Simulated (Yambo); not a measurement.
G0W0@LDA for CdBr2 (space group R-3m, No. 166) in Yambo. Reference settings: 4×4×4 Γ-centred k mesh, bands 5 to 131 and a 7 Ry block in the screening, 131 bands in G with the Bruneval-Gonze terminator, plasmon pole fitted at 27.2 eV. The LDA gap Z → Γ on this mesh is 2.55 eV; G0W0 gaps are taken between the same points.

Gap (Z → Γ) in eV against the number of bands and the screening block, terminator on:

| bands (W and G) | 2 Ry | 3 Ry | 4 Ry | 6 Ry | 7 Ry |
|---|---|---|---|---|---|
| 34 | 4.644 | 4.645 | 4.664 | 4.690 | 4.696 |
| 51 | 4.468 | 4.479 | 4.506 | 4.546 | 4.558 |
| 73 | 4.378 | 4.387 | 4.423 | 4.471 | 4.488 |
| 102 | 4.332 | 4.333 | 4.373 | 4.433 | 4.455 |
| 131 | 4.311 | 4.307 | 4.349 | – | 4.441 |

Rough cost of the Yambo step against the reference (shared machines):

| bands (W and G) | 2 Ry | 3 Ry | 4 Ry | 6 Ry | 7 Ry |
|---|---|---|---|---|---|
| 34 | 1/5 | 1/5 | 1/5 | 1/5 | 1/5 |
| 51 | 1/3 | 1/3 | 1/3 | 1/3 | 1/3 |
| 73 | 1/2 | 1/2 | 1/2 | 1/2 | ~1 |
| 102 | ~1 | ~1 | ~1 | ~1 | ~1 |
| 131 | ~1 | ~1 | ~1 | – | 1 |

At the largest block the last step in bands moves the gap by -0.014 eV; at the most bands the last step in the block moves it by 0.092 eV.

Spin-orbit splittings are left out.

Geometry of the Materials Project entry, not relaxed at this level; primitive cell a = 6.8934 Å, b = 6.8934 Å, c = 6.8934 Å, α = 33.92°, β = 33.92°, γ = 33.92°.

The distance between layers or molecules is the database entry's, not relaxed here. Functionals without dispersion can leave it too large, which widens gaps and weakens the response across layers: the numbers belong to this cell.
